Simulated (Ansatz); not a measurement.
Values for one crystal, relaxed and computed with DFT-r²SCAN in the program Ansatz with PAW potentials; other levels are named.

```yaml
volume_per_atom: 14.52 Å³
electronic_character: metallic (no gap)
Pressure derivative B′: 5.2
Bulk modulus (Birch–Murnaghan fit): 199 GPa
Gap with spin–orbit coupling: none (metallic)
Formation energy from the elements (no fitted shifts): 0.48 eV/atom
Density of states at the Fermi level: 0.78 states/eV per atom (mean over ±0.08 eV)
```

### Question
Which compound is it?
A) TePt, CsCl type
B) GaPt3N, anti-perovskite
C) GaAs, rock salt
D) HfN, rock salt

### Answer
B, GaPt3N, anti-perovskite

Space group Pm-3m (anti-perovskite). The start of the workflow was typed in or built on a structure type; neither database checked (COD, Materials Project) lists it. Its standing as an ambient phase is unchecked. Symmetry was held in the r²SCAN relaxation; its stability against distortions is not shown here. No spin polarisation was allowed. The volume moved by 21 % from the start of the relaxation. Its formation energy is positive at this level, so the cell may be metastable or incomplete. The references are the lowest solids computed at this level, not always the standard phases (solids in place of the gases). Spin–orbit coupling is left out wherever it is not named.

Potentials: the earlier of the program's two PAW sets.
